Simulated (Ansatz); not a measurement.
The calculation used Ansatz 0.2.0, DFT PBE, scalar-relativistic, plane waves, PAW. All cells share a 420 eV cutoff and Γ-centred k meshes spaced about 0.3 Å⁻¹ or finer (0.25 for metals, 2π included). No spin polarisation.

Temperature and zero-point effects are left out.

Two relaxed structures of Zr4Ag:

A.

Space group I4/mmm (No. 139). a = 7.703 Å, b = 7.703 Å, c = 3.901 Å, α = 90.00°, β = 90.00°, γ = 90.00°
```
atom  site  symmetry       x       y       z
  Zr    8j      m2m. 0.7876  0.5000  0.0000
  Ag    2a     4/mmm  0.0000  0.0000  0.0000
```

B.

Space group Cmmm (No. 65). a = 7.651 Å, b = 10.016 Å, c = 3.200 Å, α = 90.00°, β = 90.00°, γ = 90.00°
```csv
atom,site,symmetry,x,y,z
Zr,4j,m2m,0.5000,0.7201,0.5000
Zr,4g,2mm,0.1962,0.0000,0.0000
Ag,2c,mmm,0.5000,0.0000,0.5000
```

Question: Which is lower in energy, and by how much?

Answer: A is lower, by 126 meV/atom. A has space group I4/mmm (No. 139), 23.1 Å³/atom and no gap on its mesh; B has space group Cmmm (No. 65), 24.5 Å³/atom and no gap. Counting all near atoms (those within 1.25 times the shortest distance at each site; a plus sign parts nearer from farther groups; a slash parts the counts of unlike sites), A has Zr 9, Ag 8 and B has Zr 1+6/9, Ag 6+2. The denser one is the lower, and pressure would at first widen the difference. Even the lower one lies +0.23 eV/atom against the reference forms of the elements (uncorrected), so neither is stable at this level. Both come from trial cells of a structure search, whose lowest cell (I4/m, 21.9 Å³/atom) lies 234 meV/atom below the lower of the two.

Trial moments fell under 0.15 μB along the way in I4/mmm and Cmmm; another start might hold them. With atoms moved at random, A (by 234 meV/atom) fell into a lower structure. B had no clear such test and can be a saddle point. Some candidate types were left out of the draw beforehand, so a known form may be missing.
